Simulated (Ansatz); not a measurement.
CuAu3:
```
CuAu3
1.0
    3.97419     0.00000     0.00000
    0.00000     3.97419     0.00000
    0.00000     0.00000     3.97419
Cu Au
1 3
Direct
  0.00000   0.00000   0.00000
  0.50000   0.50000   0.00000
  0.00000   0.50000   0.50000
  0.50000   0.00000   0.50000
```

Relaxed with PBEsol. Special points in fractions of this cell's reciprocal vectors: Γ (0.000, 0.000, 0.000); X (0.000, 0.500, 0.000); M (0.500, 0.500, 0.000); R (0.500, 0.500, 0.500).

**Question.** List the band energies nearest the Fermi level at these points for DFT-PBEsol in the program Ansatz with PAW potentials.

**Answer.** In eV from the Fermi level; about four levels below and three above (degenerate sets whole), none deeper than 8.9 eV; … stands for higher levels left out; points with the same levels are listed once.

| k | below | above |
|---|---|---|
| Γ | -1.51 -1.51 -1.51 -1.43 -1.43 -1.43 | 0.94 0.94 0.94 |
| X | -2.10 -1.89 -1.51 -1.43 | 5.24 5.65 5.94 5.94 |
| M | -0.72 -0.17 -0.04 -0.04 | 8.34 8.94 … |
| R | -1.18 -1.13 -1.13 -1.13 | 3.05 3.05 3.05 |

Space group Pm-3m (Cu3Au type). The first step of the workflow began from a Materials Project structure, measured or hypothetical; the Crystallography Open Database files this formula in space group No. 221, but the cells were not matched. Whether it is the stable phase at ambient conditions was not checked. The cell was relaxed with PBEsol under the symmetry of its start; of distortions, only those at the zone centre were tested. No spin polarisation was allowed. Spin–orbit coupling is left out wherever it is not named.

Potentials: the later of the program's two PAW sets.
